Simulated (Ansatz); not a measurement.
Values for one crystal, relaxed and computed with PBEsol in the plane-wave PAW code Ansatz; other levels are named.

| Item | Result |
|---|---|
| Volume per atom | 26.40 Å³ |
| Electronic character | no gap, with almost no states at the Fermi level (zero-gap or semimetallic) |
| Formation energy from the elements (no fitted shifts) | -1.56 eV/atom |
| Pressure derivative B′ | 4.4 |
| HSE06 gap on the PBEsol cell | 0.16 eV (a hybrid on a coarse mesh can open a false gap in a semimetal) |
| Hill bulk and shear moduli | 48.8 and 39.1 GPa |
| Young's modulus | 92.5 GPa |

Q: Which compound is it?
A. CoO, I-4m2 (Co on 2a, O on 2d)
B. V2O3, C2/c (V on 8f, O on 8f, O on 4e)
C. Mn3GeN, anti-perovskite
D. Sr3SnO, anti-perovskite

A: D, Sr3SnO, anti-perovskite

Space group Pm-3m (anti-perovskite). The workflow started from an entry of the Crystallography Open Database (COD). Its standing as an ambient phase is unchecked. The cell was relaxed with PBEsol under the symmetry of its start; its stability against distortions is not shown here. A small band overlap can be real or an error of a semilocal functional. As this level gives no gap, shear constants depend on the k-mesh and smearing (Fermi–Dirac, 0.1 eV here). The references are the lowest solids computed at this level, not always the standard phases (solids in place of the gases). Scalar-relativistic: spin–orbit coupling is off unless named, which matters more the heavier the elements.

Potentials: the later of the program's two PAW sets.
